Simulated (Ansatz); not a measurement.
## HfO$_{2}$, first-principles data

HfO2:
```xyz
3
Lattice="3.2297 0.0000 0.0000 -1.6148 2.7970 0.0000 0.0000 0.0000 4.6778" Properties=species:S:1:pos:R:3 pbc="T T T"
Hf     0.0000     0.0000     0.0000
O      0.0000     1.8646     0.9591
O      1.6148     0.9323     3.7187
```

Space group P-3m1 (No. 164), CdI2 type; conventional cell a = 3.230 Å, b = 3.230 Å, c = 4.678 Å, α = 90.00°, β = 90.00°, γ = 120.00°.

Method: r²SCAN+D4 (plane waves, PAW; program Ansatz). The cell and atoms are relaxed at this level. Other levels are named where they apply.

**Cell and energy**

```yaml
volume_per_atom: 14.09 Å³
density: 8.27 g/cm³
Formation energy from the elements (no fitted shifts): -3.49 eV/atom
```

**Electronic structure**

```yaml
band_gap: 5.05 eV (indirect)
valence_band_maximum: on the K–Γ line, 64 % of the way from K
conduction_band_minimum: at K (2 equivalent valleys)
smallest_direct_gap_on_the_standard_path: 5.50 eV
electron_effective_mass: 1.0, 1.2, 1.2 mₑ (principal values)
Electron effective mass with spin–orbit coupling: 1.0, 1.2, 1.2 mₑ (principal values)
hole_effective_mass: 1.9, 2.4, 3.2 mₑ (principal values)
Hole effective mass with spin–orbit coupling: 1.9, 2.4, 3.2 mₑ (principal values)
HSE06 gap on the r²SCAN+D4 cell: 6.23 eV
Gap with spin–orbit coupling: 5.05 eV
```

**Mechanics**

```yaml
Elastic constants (relaxed ions, GPa): C11 = 379, C12 = 85.3, C13 = 6.6, C14 = -5.9, C33 = 26.1, C44 = 2.6
mechanical_stability: stable (all eigenvalues of C positive)
```

**Charges**

```yaml
bader_charges: Hf +2.69, O -1.35 e
```

A made-up cell: these elements were put on the sites of a structure type; neither database checked (COD, Materials Project) lists it. It is not the phase usual at ambient conditions (space group No. 14, 29). The r²SCAN+D4 relaxation kept the symmetry of its start; whether a distortion lowers the energy is not shown. No spin polarisation was allowed. The references are the lowest solids computed at this level, not always the standard phases (solids in place of the gases). Spin–orbit coupling is left out wherever it is not named.

Potentials: the earlier of the program's two PAW sets. The files were generated under PBE; for other functionals the program regenerates the frozen cores, and for LDA and PBEsol the local potential too.
